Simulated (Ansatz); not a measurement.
Cs2YAgCl6 in space group Fm-3m (No. 225; Cs on 8c, Y on 4b, Ag on 4a, Cl on 24e), PBEsol (plane waves, PAW; program Ansatz). The conduction-band minimum lies at Γ, with 1 equivalent valley. Second derivatives d²E/dk² of the lowest band at one valley (eV·Å²), along Cartesian directions:

```csv
direction,d²E/dk²
[100],20.77
[010],20.77
[001],20.77
[110],20.77
[101],20.77
[011],20.77
```

Task: Find the principal effective masses, the density-of-states mass and the conductivity mass.

Result: Off-diagonal terms follow from H_xy = H[110] − (H_xx + H_yy)/2, and m*/mₑ = 7.620 eV·Å² over each eigenvalue: 0.37, 0.37, 0.37. One valley's DOS mass (m₁m₂m₃)^(1/3) = 0.37, conductivity mass 3/(Σ 1/mᵢ) = 0.37 mₑ.

Task: What effective density of states Nc follows at 300 K for parabolic valleys?

Result: Nc = 2.509e19 × 1 × (0.37)^(3/2) ≈ 5.6e18 cm⁻³.

The first step of the workflow began from a Materials Project structure, measured or hypothetical; the Crystallography Open Database copy checked does not list it. Whether it is the stable phase at ambient conditions was not checked. The cell was relaxed with PBEsol under the symmetry of its start; its stability against distortions is not shown here. No spin polarisation was allowed. Scalar-relativistic: spin–orbit coupling is off unless named, which matters more the heavier the elements.

Potentials: the later of the program's two PAW sets.

Edges and masses are those of Kohn–Sham bands, whose gap is no quasiparticle gap.
